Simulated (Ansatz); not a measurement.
## SnPb₃S₄: a bulk modulus from differences

The cell was found from a structure generator's guess, not taken from experiment.

These are results of Ansatz, DFT PBE, scalar-relativistic, plane waves, PAW, not measurements. Cutoff 420 eV, Γ-centred 6×6×10 mesh (8-atom cell), Gaussian smearing of 0.10 eV, no spin polarisation.

```xyz
8
Lattice="4.2222 -5.9715 0.0000 4.2222 5.9715 0.0000 0.0000 0.0000 4.2228" Properties=species:S:1:pos:R:3 pbc="T T T"
Sn    0.0000    0.0000    2.1114
Pb    2.1111    2.9857    0.0000
Pb    4.2222    0.0000    2.1114
Pb    2.1111   -2.9857    0.0000
S     6.3785    0.0000    0.0000
S     4.2222   -3.0182    2.1114
S     4.2222    3.0182    2.1114
S     2.0660    0.0000    0.0000
```

The cell was set to several volumes, with shape and atoms relaxed at each where symmetry leaves them free. Pressure is positive in compression, and energies count from the lowest row.

```
row  V (Å³/atom)  P (GPa)  ΔE (meV/atom)  gap on mesh (eV)
  1       23.423     8.81           78.5              0.06
  2       24.222        ?              ?                 ?
  3       25.020     3.71           17.4              0.02
  4       25.819     1.70            4.1              0.00
  5       26.617    -0.01            0.0              0.04
  6       27.416    -1.47            3.7              0.16
  7       28.214    -2.72           14.2              0.25
  8       29.279    -4.11           37.1              0.37
```

Task: Find B = −V·ΔP/ΔV from rows 4 and 6 and from rows 1 and 3, and from the two its slope B′ and its value B0 at zero pressure.

Result: Rows 4 and 6 give −(25.819 + 27.416)/2 × (-1.47 − (1.70))/(27.416 − 25.819) = 52.8 GPa at a mean pressure of 0.11 GPa. Rows 1 and 3 give −(23.423 + 25.020)/2 × (3.71 − (8.81))/(25.020 − 23.423) = 77.4 GPa at a mean pressure of 6.26 GPa. So B′ = (77.4 − 52.8)/(6.26 − (0.11)) = 4.00 and B0 = 52.8 − 4.00 × (0.11) = 52.4 GPa. A third-order Birch–Murnaghan fit to all the energies gives B0 = 52.7 GPa and B′ = 4.2.

Task: Estimate the pressure and energy of row 2.

Result: From row 5, V0 = 26.617 × (1 + (-0.01)/52.4) = 26.612 Å³/atom. Murnaghan's form P = (B0/B′)·[(V0/V)^B′ − 1] gives (52.4/4.00) × [(26.612/24.222)^4.00 − 1] = 5.99 GPa; the computed pressure is 6.06 GPa, so the estimate is off by -0.07 GPa. The work of compression from row 3, with the mean of the two pressures, gives ΔE = 17.4 + (5.99 + 3.71)/2 × (25.020 − 24.222)/160.2 × 1000 = 41.6 meV/atom (1 eV/Å³ = 160.2 GPa); the computed value is 41.7 meV/atom. Its gap on the mesh is 0.02 eV.

Spin–orbit coupling, which can matter for Pb, is left out. A gap this small is below the smearing, so the run can't tell it from none. All volumes keep the k mesh of the relaxed cell. Symmetry constrained the relaxation, so the result can be a saddle point.
